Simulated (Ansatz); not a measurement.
**Ansatz 0.2.0, relaxation: MgH6Pb2N**

Run with:

```bash
ansatz run input.yaml --threads 2 --pin off --max-ram 3584MiB --backend cpu --events-out ev --progress --plain --runs-dir out
```

input.yaml:

```yaml
crystal:
  lattice:
    - [0.0, 3.71914, 3.71914]
    - [3.71914, 0.0, 3.71914]
    - [3.71914, 3.71914, 0.0]
  atoms:
    - { symbol: H, position: [0.7392, 0.2608, 0.2608] }
    - { symbol: H, position: [0.2608, 0.7392, 0.2608] }
    - { symbol: H, position: [0.2608, 0.7392, 0.7392] }
    - { symbol: H, position: [0.7392, 0.2608, 0.7392] }
    - { symbol: H, position: [0.2608, 0.2608, 0.7392] }
    - { symbol: H, position: [0.7392, 0.7392, 0.2608] }
    - { symbol: Pb, position: [0.25, 0.25, 0.25] }
    - { symbol: Pb, position: [0.75, 0.75, 0.75] }
    - { symbol: "N", position: [0.5, 0.5, 0.5] }
    - { symbol: Mg, position: [0.0, 0.0, 0.0] }
  symmetry: { tolerance: 0.0003 }
kpoints:
  mp_grid: { grid: [8, 8, 8], shift: [0, 0, 0] }
magnetization:
  spin_polarized: false
scf:
  occupations: { method: fermi_dirac, width: 0.0244 }
  lower_state_search: "off"
hamiltonian:
  pseudopotentials: { kind: paw }
  xc: pbe
basis:
  ecutwfc: 420
  fft_grid_basis: typed
relax:
  max_steps: 40
  cell: { p_target: 5.0 }
  f_tol: 0.03
output:
  forces: true
  stress: true
  eigenvalues: true
  bader: true
  populations: true
  elf: true
  write_potential: true
  volumetric_format: npy
  dos:
    e_range: [-12, 8]
    de: 0.05
    projected: { site_lists: { H: [H], Mg: [Mg], "N": ["N"], Pb: [Pb] } }
  write_density: true
checkpoint:
  read: saved_state
```

Origin of the cell: a known structure type with other elements, at an estimated volume, so it need not be a known compound.

The saved state is a converged single point of the same cell.

Steps («new basis» is an SCF on plane waves selected anew at the same cell):

| step | ΔH (meV/atom) | max force component (eV/Å) | P (GPa) | volume (Å³) | SCF iterations | step was |
| --- | --- | --- | --- | --- | --- | --- |
| 1 | 0.0 | 0.890 | 3.31 | 102.89 | 6 | accepted |
| 2 | -80.4 | 0.792 | 5.38 | 98.33 | 6 | accepted |
| 3 | -156.2 | 0.483 | 4.38 | 100.23 | 7 | accepted |
| 4 | -140.8 | 1.071 | 12.12 | 97.89 | 6 | rejected |
| 5 | -170.1 | 0.216 | 3.12 | 103.76 | 10 | accepted |
| 6 | -173.2 | 0.004 | 5.07 | 102.09 | 5 | accepted |
| 7 | -173.2 | 0.000 | 5.01 | 102.16 | 4 | accepted |
| 8 | -173.1 | 0.000 | 4.98 | 102.16 | 5 | new basis |

The starting structure.

Space group Fm-3m (No. 225); the run's cell has a = 5.260 Å, b = 5.260 Å, c = 5.260 Å, α = 60.00°, β = 60.00°, γ = 60.00°. Shortest distances: H–N 1.78 Å, H–Mg 1.94 Å, H–H 2.52 Å, H–Pb 2.63 Å, N–Pb 3.22 Å, Mg–Pb 3.22 Å.

After:

Space group Fm-3m (No. 225); the run's cell has a = 5.247 Å, b = 5.247 Å, c = 5.247 Å, α = 60.00°, β = 60.00°, γ = 60.00°. Shortest distances: H–N 1.32 Å, H–H 1.86 Å, H–Mg 2.39 Å, H–Pb 2.68 Å, Mg–Pb 3.21 Å, N–Pb 3.21 Å.

```
CELL_PARAMETERS angstrom
0.00000 3.71041 3.71041
3.71041 0.00000 3.71041
3.71041 3.71041 0.00000
ATOMIC_POSITIONS crystal
H 0.67747 0.32253 0.32253
H 0.32253 0.67747 0.32253
H 0.32253 0.67747 0.67747
H 0.67747 0.32253 0.67747
H 0.32253 0.32253 0.67747
H 0.67747 0.67747 0.32253
Pb 0.25000 0.25000 0.25000
Pb 0.75000 0.75000 0.75000
N 0.50000 0.50000 0.50000
Mg 0.00000 0.00000 0.00000
```

| Quantity | Value |
| --- | --- |
| Enthalpy lowered by | 173.1 meV/atom |
| Volume change | -0.70 % |
| Final pressure | 4.98 GPa |
| Relaxation steps listed | 8 |

Caveats: no moments, though an odd count or open d shells may carry them; no spin-orbit coupling, though heavy elements are present; the relaxation held the start's symmetry, so the end may be a saddle point.

Time: 59 s on 2 threads of Arm Neoverse V2 (shared host), peak memory 0.45 GiB, from a saved density.
